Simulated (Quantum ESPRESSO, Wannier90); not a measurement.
Tight-binding from DFT: BP (zinc blende)

```xyz
2
Lattice="0.0000 2.2661 2.2661 2.2661 0.0000 2.2661 2.2661 2.2661 0.0000" Properties=species:S:1:pos:R:3 pbc="T T T"
B      0.0000     0.0000     0.0000
P     -1.1330    -1.1330    -1.1330
```

Structure: Materials Project mp-1479, symmetrised, not relaxed again. COD (Crystallography Open Database) has an entry of this formula and space group (matched by these alone). Method: PBEsol plane waves in Quantum ESPRESSO 7.5 (PseudoDojo norm-conserving files, 61 Ry, no spin polarisation, no spin-orbit coupling), Bloch states on a 12×12×12 mesh through Γ, Wannier90 4.0.1. Density: 12×12×12 mesh, cold smearing 0.01 Ry.

A tight-binding model is made by disentanglement and projection with no localisation steps (num_iter = 0), so the 8 orbitals stay atom-like: hydrogen-like B: s;p; P: s;p, axes along x, y, z; frozen window up to 2.63 eV relative to the valence-band maximum. It follows pw.x to 15 meV rms for states up to 2.1 eV relative to the valence-band maximum. Matrix elements depend on this choice of orbitals and windows.

**Question.** Which pairs of orbitals on different sites are coupled most strongly? Give distance, modulus and how many such pairs a cell has.

**Answer.** 
```tsv
orbital	orbital	distance of the centres (Å)	modulus (eV)	pairs
B s	P s	1.96	2.58	4
B pz	P s	1.96	2.13	4
B py	P s	1.96	2.13	4
B px	P s	1.96	2.13	4
B s	P py	1.96	1.87	4
B s	P pz	1.96	1.87	4
B s	P px	1.96	1.87	4
B px	P py	1.96	1.77	4
B px	P pz	1.96	1.77	4
B py	P pz	1.96	1.77	4
B pz	P px	1.96	1.77	4
B py	P px	1.96	1.77	4
B pz	P py	1.96	1.77	4
P py	P py	3.20	0.62	2
P pz	P pz	3.20	0.62	2
P px	P px	3.20	0.62	2
B px	B px	3.20	0.53	2
B py	B py	3.20	0.53	2
B pz	B pz	3.20	0.53	2
P py	P py	3.20	0.41	4
P pz	P pz	3.20	0.41	4
P px	P px	3.20	0.41	4
B px	B px	3.20	0.24	4
B pz	B pz	3.20	0.24	4
B py	B py	3.20	0.24	4
P px	P pz	3.20	0.23	4
P px	P py	3.20	0.23	4
P py	P pz	3.20	0.23	4
P px	P pz	3.20	0.18	8
P px	P py	3.20	0.18	8
```
